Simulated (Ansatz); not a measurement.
Density of states of a Zn₄In₂Ga₂Sb₃Au₅ cell (elements on a fcc lattice, relaxed), per eV and atom, broadened by Gaussian smearing of width 0.1 eV and averaged over bins of 0.2 eV, from 8 eV under the Fermi level at most up to where the solved bands end.

These are results of DFT PBE, scalar-relativistic, plane waves, PAW (Ansatz 0.2.0), not measurements.

Plane waves to 420 eV, a k mesh through Γ of 6×7×6 on the computed 16-atom cell and Gaussian smearing (0.10 eV); no spin polarisation.

```
Zn Ga In Sb Au
1.0
    -5.46811    6.02915   -3.78458
     3.77067    4.64095    4.08621
     5.06202   -6.34808   -3.71501
Zn Ga In Sb Au
4 2 2 3 5
Direct
  0.36777 0.30808 0.48384
  0.48068 0.27178 0.26989
  0.15640 0.92682 0.41062
  0.59332 0.04321 0.80558
  0.97642 0.53862 0.36469
  0.48226 0.45823 0.96656
  0.78456 0.12034 0.28574
  0.25493 0.53427 0.25605
  0.77162 0.75605 0.49379
  0.90128 0.88473 0.98647
  0.20224 0.72472 0.93487
  0.28655 0.02747 0.80816
  0.02452 0.25018 0.75612
  0.53199 0.02828 0.46359
  0.79213 0.46751 0.94828
  0.41436 0.67101 0.77139
```

```tsv
E − E_F (eV)	total	Au 5d	Zn 3d	Sb 5p	In 5p
-7.95	0.171	0.012	0.050	0.010	0.006
-7.75	0.883	0.055	0.628	0.019	0.009
-7.55	2.879	0.138	2.481	0.028	0.011
-7.35	3.484	0.140	3.133	0.031	0.014
-7.15	3.956	0.109	3.650	0.036	0.016
-6.95	1.600	0.055	1.378	0.026	0.010
-6.75	0.602	0.084	0.244	0.042	0.011
-6.55	0.469	0.099	0.116	0.036	0.013
-6.35	0.307	0.077	0.053	0.026	0.014
-6.15	0.463	0.166	0.059	0.037	0.019
-5.95	0.506	0.226	0.049	0.044	0.020
-5.75	0.677	0.380	0.045	0.064	0.024
-5.55	1.008	0.665	0.055	0.081	0.029
-5.35	1.215	0.892	0.052	0.081	0.027
-5.15	1.442	1.114	0.048	0.090	0.031
-4.95	1.521	1.217	0.043	0.083	0.038
-4.75	1.774	1.477	0.043	0.072	0.042
-4.55	1.978	1.679	0.048	0.070	0.036
-4.35	1.733	1.462	0.041	0.062	0.026
-4.15	1.302	1.069	0.028	0.054	0.020
-3.95	1.089	0.887	0.018	0.049	0.021
-3.75	1.118	0.890	0.015	0.055	0.023
-3.55	0.760	0.516	0.010	0.058	0.027
-3.35	0.470	0.244	0.006	0.062	0.028
-3.15	0.410	0.174	0.005	0.074	0.028
-2.95	0.480	0.171	0.005	0.108	0.036
-2.75	0.491	0.165	0.005	0.116	0.037
-2.55	0.433	0.128	0.004	0.103	0.034
-2.35	0.403	0.103	0.004	0.103	0.033
-2.15	0.438	0.097	0.004	0.121	0.037
-1.95	0.387	0.076	0.003	0.111	0.034
-1.75	0.443	0.078	0.004	0.134	0.040
-1.55	0.397	0.059	0.003	0.128	0.036
-1.35	0.405	0.052	0.003	0.131	0.040
-1.15	0.454	0.052	0.003	0.136	0.054
-0.95	0.383	0.040	0.003	0.111	0.046
-0.75	0.381	0.037	0.002	0.108	0.050
-0.55	0.411	0.036	0.003	0.117	0.056
-0.35	0.365	0.031	0.002	0.105	0.051
-0.15	0.363	0.028	0.002	0.101	0.053
0.05	0.369	0.028	0.002	0.107	0.057
0.25	0.381	0.028	0.002	0.107	0.060
0.45	0.356	0.025	0.002	0.100	0.057
0.65	0.359	0.025	0.002	0.098	0.054
0.85	0.376	0.025	0.002	0.100	0.055
1.05	0.364	0.023	0.001	0.089	0.051
```

The columns after the total are the largest Löwdin projections on the valence shells of the potentials, so they needn't add up, and the weight of a shell that a potential lacks goes to other orbitals. The cell has no gap on the mesh.

Spin-orbit coupling is left out, which matters for the bands of heavy elements.

Cost: 2 runs of about 11 core-minutes in all (earlier runs that led there not counted), on AMD EPYC 9R45 (Zen 5) (shared hosts).